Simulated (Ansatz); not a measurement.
ZnS:
```xyz
40
Lattice="3.7870 0.0000 0.0000 -1.8935 3.2796 0.0000 0.0000 0.0000 61.8652" Properties=species:S:1:pos:R:3 pbc="T T T"
Zn     0.0000     0.0000    24.7432
Zn     0.0000     0.0000    55.6758
Zn     0.0000     2.1864    27.8356
Zn     1.8935     1.0932    58.7682
Zn     1.8935     1.0932    12.3736
Zn     0.0000     2.1864    43.3062
Zn     1.8935     1.0932    40.2138
Zn     0.0000     2.1864     9.2812
Zn     0.0000     0.0000    37.1214
Zn     0.0000     0.0000     6.1888
Zn     1.8935     1.0932    21.6508
Zn     0.0000     2.1864    52.5834
Zn     1.8935     1.0932     3.0973
Zn     0.0000     2.1864    34.0299
Zn     0.0000     0.0000    15.4660
Zn     0.0000     0.0000    46.3986
Zn     1.8935     1.0932    30.9324
Zn     0.0000     2.1864    61.8650
Zn     1.8935     1.0932    49.4910
Zn     0.0000     2.1864    18.5584
S      1.8935     1.0932    14.6930
S      0.0000     2.1864    45.6256
S      1.8935     1.0932    51.8105
S      0.0000     2.1864    20.8779
S      0.0000     2.1864    54.9029
S      1.8935     1.0932    23.9703
S      0.0000     0.0000    48.7180
S      0.0000     0.0000    17.7854
S      1.8935     1.0932     5.4159
S      0.0000     2.1864    36.3485
S      0.0000     2.1864    30.1547
S      1.8935     1.0932    61.0873
S      0.0000     0.0000     8.5082
S      0.0000     0.0000    39.4408
S      1.8935     1.0932    42.5332
S      0.0000     2.1864    11.6006
S      0.0000     2.1864     2.3234
S      1.8935     1.0932    33.2560
S      0.0000     0.0000    57.9952
S      0.0000     0.0000    27.0626
```

This is the PBEsol-relaxed structure. Tensor components refer to the Cartesian frame of this cell.

Q: All from the program Ansatz at the PBEsol level (PAW), unless another level is named. Give the electron effective mass.

A: 0.17 mₑ (isotropic).

Q: And the hole effective mass, band 2 of 2 at the edge?

A: 0.16 along x, 1.4 along z (mₑ).

Q: And the formation energy from the elements (no fitted shifts)?

A: -79 kJ/mol-atom.

Q: Give the weight of the valence-edge state by species (Voronoi cells).

A: S 77 %, Zn 23 %.

Q: What about the valence-band maximum?

A: at Γ.

Space group P6_3mc. The workflow started from a Materials Project entry (that database holds measured and hypothetical structures alike). Its sites differ from those of the usual phase in this space group: another stacking or structure type. The PBEsol relaxation kept the symmetry of its start; its stability against distortions is not shown here. The references are the lowest solids computed at this level, not always the standard phases.

Potentials: the later of the program's two PAW sets.

Edges and masses are those of Kohn–Sham bands, whose gap is no quasiparticle gap.
